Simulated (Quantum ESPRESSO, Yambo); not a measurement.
For BN (space group P6_3/mmc, No. 194), Yambo gives the independent-particle static dielectric constant along x as 4.79 on PBE bands and 4.18 after a scissor of 1.51 eV widens every gap (18×18×6 mesh, 31 bands, 4 Ry local-field block, 0.2 eV broadening). Axes are Cartesian, with cell vectors (Å) (2.51, 0.00, 0.00), (-1.25, 2.17, 0.00), (0.00, 0.00, 6.61).

A scissor keeps the position matrix elements. In a one-oscillator model, how does ε − 1 scale, and what mean transition energy do the two values imply?

Each transition adds |r|²/E to ε − 1, so ε − 1 ∝ 1/(E0 + Δ). Then (4.18 − 1)/(4.79 − 1) = E0/(E0 + Δ) = 0.839, and E0 = Δ(ε' − 1)/(ε − ε') = 7.9 eV. The computed Im ε, weighted by 1/E up to 20 eV, has its mean at 9.0 eV; the smallest direct PBE gap is 4.66 eV. The scissor comes from a G0W0 run whose convergence isn't established. Convergence of the RPA response with its 18×18×6 mesh was not tested.

Bands from Quantum ESPRESSO.

Geometry relaxed with PBE+D3(BJ); primitive cell a = b = 2.5054 Å, c = 6.6103 Å, α = β = 90.00°, γ = 120.00°.
